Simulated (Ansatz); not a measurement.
A relaxation of cell and atoms of SiGe5N8 on the sites of β-Si3N4 (relaxed group Pm) with Ansatz, at the level PBE. The starting cell was estimated from covalent radii.

```yaml
crystal:
  lattice:
    - [7.76009194, 0.0, 0.0]
    - [0.0, 2.96462361, 0.0]
    - [-3.88004597, 0.0, 6.72043675]
  atoms:
    - { symbol: Ge, position: [0.59386372, 0.5, 0.82494615] }
    - { symbol: Si, position: [0.82494615, 0.0, 0.23108243] }
    - { symbol: Ge, position: [0.76891757, 0.0, 0.59386372] }
    - { symbol: Ge, position: [0.23108243, 0.5, 0.40613628] }
    - { symbol: Ge, position: [0.17505385, 0.5, 0.76891757] }
    - { symbol: Ge, position: [0.40613628, 0.0, 0.17505385] }
    - { symbol: "N", position: [0.33333334, 0.5, 0.66666667] }
    - { symbol: "N", position: [0.66666666, 0.0, 0.33333333] }
    - { symbol: "N", position: [0.70065891, 0.5, 0.6698534] }
    - { symbol: "N", position: [0.6698534, 0.0, 0.96919449] }
    - { symbol: "N", position: [0.03080551, 0.0, 0.70065891] }
    - { symbol: "N", position: [0.96919449, 0.5, 0.29934109] }
    - { symbol: "N", position: [0.29934109, 0.0, 0.3301466] }
    - { symbol: "N", position: [0.3301466, 0.5, 0.03080551] }
kpoints:
  mp_grid: { grid: [4, 8, 4] }
hamiltonian:
  xc: pbe
scf:
  occupations: { method: fermi_dirac, width: 0.02 }
relax:
  f_tol: 0.005
  cell: {}
```

The trajectory has 10 recorded frames, each with fractional positions and then forces in eV/Å along x, y and z. The last, and any step after a large change of cell, is solved on a basis re-selected at its cell; pressure is positive in compression.

Step 1: energy 0.0 meV/atom from step 1, largest force component 3.043 eV/Å, pressure +28.93 GPa; a = 7.760 Å, b = 2.965 Å, c = 7.760 Å, α = 90.00°, β = 120.00°, γ = 90.00°
```
Ge 0.5939 0.5000 0.8249    -0.042   0.000   0.516
Si 0.8249 0.0000 0.2311    -0.183   0.000  -0.111
Ge 0.7689 0.0000 0.5939    -0.299   0.000   0.160
Ge 0.2311 0.5000 0.4061     0.463   0.000  -0.173
Ge 0.1751 0.5000 0.7689    -0.380   0.000  -0.234
Ge 0.4061 0.0000 0.1751     0.106   0.000  -0.495
N  0.3333 0.5000 0.6667    -0.005   0.000  -0.013
N  0.6667 0.0000 0.3333     2.759   0.000  -1.168
N  0.7007 0.5000 0.6699    -0.207   0.000  -0.103
N  0.6699 0.0000 0.9692     0.150   0.000   3.043
N  0.0308 0.0000 0.7007     0.003   0.000  -0.205
N  0.9692 0.5000 0.2993    -2.727   0.000  -1.232
N  0.2993 0.0000 0.3301     0.195   0.000   0.122
N  0.3301 0.5000 0.0308     0.168   0.000  -0.107
```

Step 2: energy -106.7 meV/atom from step 1, largest force component 1.299 eV/Å, pressure +10.35 GPa; a = 7.924 Å, b = 3.033 Å, c = 7.923 Å, α = 90.00°, β = 120.01°, γ = 90.00°
```
Ge 0.5964 0.5000 0.8296    -0.076   0.000   0.099
Si 0.8252 0.0000 0.2320    -0.242   0.000  -0.128
Ge 0.7684 0.0000 0.5929    -0.258   0.000   0.109
Ge 0.2267 0.5000 0.4032     0.362   0.000  -0.035
Ge 0.1748 0.5000 0.7681    -0.204   0.000  -0.121
Ge 0.4079 0.0000 0.1746    -0.015   0.000  -0.244
N  0.3342 0.5000 0.6664     0.015   0.000   0.012
N  0.6702 0.0000 0.3314     1.217   0.000  -0.444
N  0.7009 0.5000 0.6709    -0.082   0.000  -0.106
N  0.6737 0.0000 0.9763     0.099   0.000   1.299
N  0.0308 0.0000 0.7000     0.062   0.000  -0.103
N  0.9617 0.5000 0.2961    -1.072   0.000  -0.398
N  0.2975 0.0000 0.3282     0.074   0.000   0.049
N  0.3315 0.5000 0.0303     0.121   0.000   0.012
```

Step 3: energy -127.2 meV/atom from step 1, largest force component 0.209 eV/Å, pressure +1.51 GPa; a = 8.024 Å, b = 3.071 Å, c = 8.035 Å, α = 90.00°, β = 120.17°, γ = 90.00°
```
Ge 0.5979 0.5000 0.8334    -0.076   0.000   0.033
Si 0.8264 0.0000 0.2344    -0.115   0.000  -0.033
Ge 0.7654 0.0000 0.5918    -0.054   0.000   0.045
Ge 0.2268 0.5000 0.4022     0.170   0.000   0.002
Ge 0.1731 0.5000 0.7658    -0.094   0.000  -0.090
Ge 0.4088 0.0000 0.1728    -0.007   0.000  -0.118
N  0.3348 0.5000 0.6664    -0.032   0.000   0.040
N  0.6728 0.0000 0.3302     0.206   0.000  -0.046
N  0.6977 0.5000 0.6700     0.032   0.000  -0.087
N  0.6779 0.0000 0.9826     0.067   0.000   0.205
N  0.0287 0.0000 0.6976     0.079   0.000   0.024
N  0.9590 0.5000 0.2975    -0.209   0.000  -0.055
N  0.2980 0.0000 0.3267    -0.021   0.000   0.029
N  0.3327 0.5000 0.0285     0.055   0.000   0.051
```

Step 4: energy -127.7 meV/atom from step 1, largest force component 0.063 eV/Å, pressure +0.07 GPa; a = 8.042 Å, b = 3.078 Å, c = 8.052 Å, α = 90.00°, β = 120.16°, γ = 90.00°
```
Ge 0.5979 0.5000 0.8343    -0.043   0.000   0.027
Si 0.8266 0.0000 0.2351    -0.037   0.000   0.001
Ge 0.7647 0.0000 0.5916    -0.026   0.000   0.005
Ge 0.2274 0.5000 0.4022     0.063   0.000  -0.008
Ge 0.1722 0.5000 0.7651    -0.030   0.000  -0.057
Ge 0.4089 0.0000 0.1719     0.002   0.000  -0.020
N  0.3347 0.5000 0.6667    -0.004   0.000   0.016
N  0.6731 0.0000 0.3300     0.026   0.000  -0.001
N  0.6961 0.5000 0.6690     0.029   0.000  -0.044
N  0.6797 0.0000 0.9840     0.032   0.000  -0.003
N  0.0282 0.0000 0.6974     0.025   0.000   0.034
N  0.9588 0.5000 0.2985    -0.036   0.000  -0.002
N  0.2984 0.0000 0.3264    -0.030   0.000   0.013
N  0.3334 0.5000 0.0278     0.029   0.000   0.039
```

Step 5: energy -127.8 meV/atom from step 1, largest force component 0.012 eV/Å, pressure +0.02 GPa; a = 8.044 Å, b = 3.078 Å, c = 8.050 Å, α = 90.00°, β = 120.15°, γ = 90.00°
```
Ge 0.5975 0.5000 0.8346    -0.002   0.000  -0.001
Si 0.8269 0.0000 0.2355    -0.012   0.000  -0.008
Ge 0.7642 0.0000 0.5916    -0.006   0.000  -0.004
Ge 0.2278 0.5000 0.4021    -0.005   0.000  -0.006
Ge 0.1715 0.5000 0.7648     0.004   0.000   0.010
Ge 0.4093 0.0000 0.1716     0.009   0.000   0.006
N  0.3344 0.5000 0.6667    -0.001   0.000  -0.001
N  0.6734 0.0000 0.3301    -0.001   0.000  -0.003
N  0.6942 0.5000 0.6674     0.003   0.000  -0.003
N  0.6810 0.0000 0.9841     0.007   0.000   0.006
N  0.0279 0.0000 0.6992    -0.002   0.000   0.007
N  0.9590 0.5000 0.2995     0.008   0.000   0.002
N  0.2976 0.0000 0.3254    -0.002   0.000  -0.005
N  0.3354 0.5000 0.0275     0.000   0.000  -0.002
```

Step 6: energy -127.8 meV/atom from step 1, largest force component 0.005 eV/Å, pressure 0.00 GPa; a = 8.044 Å, b = 3.078 Å, c = 8.050 Å, α = 90.00°, β = 120.14°, γ = 90.00°
```
Ge 0.5974 0.5000 0.8344    -0.002   0.000  -0.003
Si 0.8268 0.0000 0.2354     0.002   0.000  -0.005
Ge 0.7642 0.0000 0.5916     0.001   0.000   0.003
Ge 0.2276 0.5000 0.4019     0.001   0.000  -0.003
Ge 0.1716 0.5000 0.7650    -0.001   0.000   0.000
Ge 0.4095 0.0000 0.1717    -0.002   0.000   0.003
N  0.3342 0.5000 0.6666     0.001   0.000   0.003
N  0.6735 0.0000 0.3302     0.001   0.000  -0.002
N  0.6938 0.5000 0.6671     0.000   0.000  -0.001
N  0.6811 0.0000 0.9840     0.001   0.000   0.005
N  0.0280 0.0000 0.7000    -0.002   0.000  -0.001
N  0.9589 0.5000 0.2994     0.000   0.000   0.001
N  0.2973 0.0000 0.3250    -0.001   0.000   0.000
N  0.3359 0.5000 0.0277     0.001   0.000   0.000
```

Step 7: energy -133.9 meV/atom from step 1, largest force component 0.009 eV/Å, pressure +0.71 GPa; a = 8.044 Å, b = 3.078 Å, c = 8.050 Å, α = 90.00°, β = 120.14°, γ = 90.00°
```
Ge 0.5974 0.5000 0.8344    -0.003   0.000  -0.003
Si 0.8268 0.0000 0.2354     0.003   0.000  -0.004
Ge 0.7642 0.0000 0.5916     0.002   0.000   0.003
Ge 0.2276 0.5000 0.4019     0.001   0.000  -0.002
Ge 0.1716 0.5000 0.7650    -0.001   0.000   0.000
Ge 0.4095 0.0000 0.1717    -0.002   0.000   0.003
N  0.3342 0.5000 0.6666     0.002   0.000   0.004
N  0.6735 0.0000 0.3302     0.004   0.000  -0.003
N  0.6938 0.5000 0.6671    -0.002   0.000  -0.002
N  0.6811 0.0000 0.9840    -0.001   0.000   0.009
N  0.0280 0.0000 0.7000    -0.002   0.000  -0.003
N  0.9589 0.5000 0.2994    -0.003   0.000   0.001
N  0.2973 0.0000 0.3250     0.000   0.000   0.000
N  0.3359 0.5000 0.0277     0.002   0.000  -0.002
```

Step 8: energy -133.9 meV/atom from step 1, largest force component 0.008 eV/Å, pressure +0.04 GPa; a = 8.055 Å, b = 3.081 Å, c = 8.060 Å, α = 90.00°, β = 120.15°, γ = 90.00°
```
Ge 0.5974 0.5000 0.8342    -0.002   0.000   0.007
Si 0.8265 0.0000 0.2351    -0.003   0.000   0.001
Ge 0.7645 0.0000 0.5916     0.000   0.000  -0.002
Ge 0.2274 0.5000 0.4019     0.001   0.000  -0.003
Ge 0.1719 0.5000 0.7653     0.000   0.000  -0.003
Ge 0.4095 0.0000 0.1720     0.002   0.000  -0.001
N  0.3342 0.5000 0.6666     0.001   0.000   0.001
N  0.6735 0.0000 0.3302     0.004   0.000  -0.001
N  0.6941 0.5000 0.6671     0.002   0.000  -0.002
N  0.6810 0.0000 0.9839     0.000   0.000  -0.008
N  0.0283 0.0000 0.6999     0.001   0.000   0.001
N  0.9587 0.5000 0.2993     0.003   0.000   0.001
N  0.2972 0.0000 0.3251    -0.007   0.000   0.004
N  0.3359 0.5000 0.0279    -0.001   0.000   0.004
```

Step 9: energy -133.9 meV/atom from step 1, largest force component 0.002 eV/Å, pressure 0.00 GPa; a = 8.055 Å, b = 3.081 Å, c = 8.060 Å, α = 90.00°, β = 120.14°, γ = 90.00°
```
Ge 0.5974 0.5000 0.8342     0.000   0.000  -0.002
Si 0.8265 0.0000 0.2351     0.000   0.000   0.000
Ge 0.7645 0.0000 0.5916    -0.001   0.000   0.001
Ge 0.2274 0.5000 0.4019     0.000   0.000   0.000
Ge 0.1719 0.5000 0.7653     0.001   0.000  -0.001
Ge 0.4095 0.0000 0.1720    -0.001   0.000   0.000
N  0.3342 0.5000 0.6666     0.000   0.000   0.001
N  0.6735 0.0000 0.3301     0.000   0.000   0.000
N  0.6941 0.5000 0.6670     0.000   0.000   0.000
N  0.6810 0.0000 0.9838     0.000   0.000   0.001
N  0.0283 0.0000 0.7000     0.000   0.000   0.000
N  0.9587 0.5000 0.2992     0.001   0.000   0.000
N  0.2972 0.0000 0.3252     0.000   0.000   0.000
N  0.3359 0.5000 0.0279     0.000   0.000   0.001
```

Step 10: energy -134.0 meV/atom from step 1, largest force component 0.002 eV/Å, pressure +0.01 GPa; a = 8.055 Å, b = 3.081 Å, c = 8.060 Å, α = 90.00°, β = 120.14°, γ = 90.00°
```
Ge 0.5974 0.5000 0.8342     0.000   0.000  -0.002
Si 0.8265 0.0000 0.2351     0.000   0.000   0.000
Ge 0.7645 0.0000 0.5916    -0.001   0.000   0.001
Ge 0.2274 0.5000 0.4019     0.000   0.000   0.000
Ge 0.1719 0.5000 0.7653     0.001   0.000  -0.001
Ge 0.4095 0.0000 0.1720    -0.001   0.000   0.000
N  0.3342 0.5000 0.6666     0.000   0.000   0.001
N  0.6735 0.0000 0.3301     0.000   0.000   0.000
N  0.6941 0.5000 0.6670     0.000   0.000   0.000
N  0.6810 0.0000 0.9838     0.000   0.000   0.001
N  0.0283 0.0000 0.7000     0.000   0.000   0.000
N  0.9587 0.5000 0.2992     0.001   0.000   0.000
N  0.2972 0.0000 0.3252     0.000   0.000   0.000
N  0.3359 0.5000 0.0279     0.000   0.000   0.001
```

In 8 steps the volume changed by +11.9 %; between the first SCF and the last, each on a basis chosen for its cell, the energy fell by 134 meV an atom. Final cell: space group Pm (No. 6), monoclinic; a = 8.040 Å, b = 3.081 Å, c = 8.055 Å, β = 119.9° in the conventional setting, 12.36 Å³ an atom. Ge has 4 N at 1.86 Å; Si has 4 N at 1.75–1.79 Å; Ge has 4 N at 1.85 Å; Ge has 4 N at 1.85–1.89 Å; Ge has 4 N at 1.84–1.85 Å; Ge has 4 N at 1.84–1.86 Å; N has 3 Ge at 1.84–1.86 Å; N has 1 Si at 1.75 Å and 2 Ge at 1.85 Å (further sites aren't listed).

It took 38 s on 1 × NVIDIA H100 80GB HBM3 with 2 threads of AMD EPYC 7R13 Processor (Zen 3), on a shared host; peak host memory 1.2 GiB.

Computed, not measured; no magnetism was allowed, and whether the structure is a known phase isn't checked.
